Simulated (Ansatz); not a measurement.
SiSe₂:
```
CELL_PARAMETERS angstrom
     -3.03926     4.41210     2.90359
      3.03926    -4.41210     2.90359
      3.03926     4.41210    -2.90359
ATOMIC_POSITIONS crystal
  Se 0.86758 0.78462 0.65220
  Se 0.36758 0.71538 0.08296
  Se 0.63242 0.28462 0.91704
  Se 0.13242 0.21538 0.34780
  Si 0.75000 0.75000 0.00000
  Si 0.25000 0.25000 0.00000
```

Relaxed with LDA. Special points in fractions of this cell's reciprocal vectors: Γ (0.000, 0.000, 0.000); X (0.500, -0.500, 0.500); F0 (0.369, -0.369, 0.631); Σ0 (-0.369, 0.369, 0.369); Λ0 (0.358, 0.358, -0.358); G0 (0.642, -0.358, 0.358); R (0.000, 0.500, 0.000); W (0.250, 0.250, 0.250); S (0.500, 0.000, 0.000); T (0.000, 0.000, 0.500).

Question: List the band energies nearest the valence-band maximum at these points for the program Ansatz at the LDA with spin–orbit coupling level (PAW).

Answer: In eV from the valence-band maximum; about four levels below and three above (degenerate sets whole), none deeper than 8.9 eV; points with the same levels are listed once.

```json
[
 {"k": "Γ", "below": "-0.57 -0.57 -0.19 -0.19", "above": "2.51 2.51 2.78 2.78"},
 {"k": "X", "below": "-1.60 -1.60 -0.10 -0.10", "above": "1.36 1.36 3.05 3.05"},
 {"k": "F0", "below": "-1.06 -1.06 -0.01 -0.01", "above": "1.84 1.84 3.00 3.00"},
 {"k": "Λ0", "below": "-1.05 -1.05 -0.50 -0.50", "above": "1.85 1.85 2.42 2.42"},
 {"k": "R", "below": "-0.63 -0.63 -0.63 -0.63", "above": "2.26 2.26 2.26 2.26"},
 {"k": "W", "below": "-0.79 -0.79 -0.79 -0.79", "above": "2.57 2.57 2.57 2.57"},
 {"k": "S", "below": "-0.60 -0.60 -0.60 -0.60", "above": "2.49 2.49 2.49 2.49"},
 {"k": "T", "below": "-0.81 -0.81 -0.16 -0.16", "above": "2.78 2.78 3.79 3.79"}
]
```

Space group Ibam. Symmetry was held in the LDA relaxation. A crystal of weakly bound chains computed without a dispersion correction: the cell and the soft elastic constants depend strongly on that.

Potentials: the later of the program's two PAW sets.
